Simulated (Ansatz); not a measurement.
A relaxed cell of Al4P is given with its symmetry left out. The cell was found from a structure generator's guess, not taken from experiment.

All numbers below come from DFT PBE, scalar-relativistic, plane waves, PAW (Ansatz). Cutoff 420 eV, Γ-centred mesh, Gaussian smearing, no spin polarisation.

```cif
data_structure
_symmetry_space_group_name_H-M 'P 1'
_symmetry_Int_Tables_number 1
_cell_length_a 4.5085
_cell_length_b 4.5085
_cell_length_c 7.4505
_cell_angle_alpha 90.000
_cell_angle_beta 90.000
_cell_angle_gamma 120.000
_cell_volume 131.15
loop_
_atom_site_label
_atom_site_type_symbol
_atom_site_fract_x
_atom_site_fract_y
_atom_site_fract_z
_atom_site_occupancy
Al1 Al 0.00000 0.00000 0.82076 1
Al2 Al 0.00000 0.00000 0.17924 1
Al3 Al 0.33333 0.66667 0.50000 1
Al4 Al 0.66667 0.33333 0.50000 1
P1 P 0.00000 0.00000 0.50000 1
```

The zero of energy is the elements' standard structures at the same level; no fitted shifts are applied. The references include black phosphorus.

Question: What space group does it have?

Answer: P6/mmm (No. 191). Conventional cell: a = 4.508 Å, c = 7.451 Å. Al on a site of symmetry 6mm is surrounded by 1 P at 2.39 Å and 1 Al at 2.67 Å; Al on a site of symmetry -6m2 is surrounded by 3 P at 2.60 Å and 3 Al at 2.60 Å; P has 2 Al at 2.39 Å and 6 Al at 2.60 Å.

Question: What is its formation energy per atom?

Answer: +0.70 eV/atom. A positive value: parting into the elements would lower its energy.

Question: Is it a metal?

Answer: Yes, bands cross the Fermi level on the 12×12×6 mesh.

The last run used a 12×12×6 mesh (in the run's order of axes) for its 5-atom cell and Gaussian smearing of 0.10 eV. The cell is a metal run without spin; a magnetic state may lie lower. The reference form of P is held partly by dispersion forces, which this level lacks. Symmetry constrained the relaxation, so the result can be a saddle point. Another cell of Al4P relaxed alike, in I4/mmm, lies 0.54 eV/atom lower, so this cell isn't the stable form at this level.
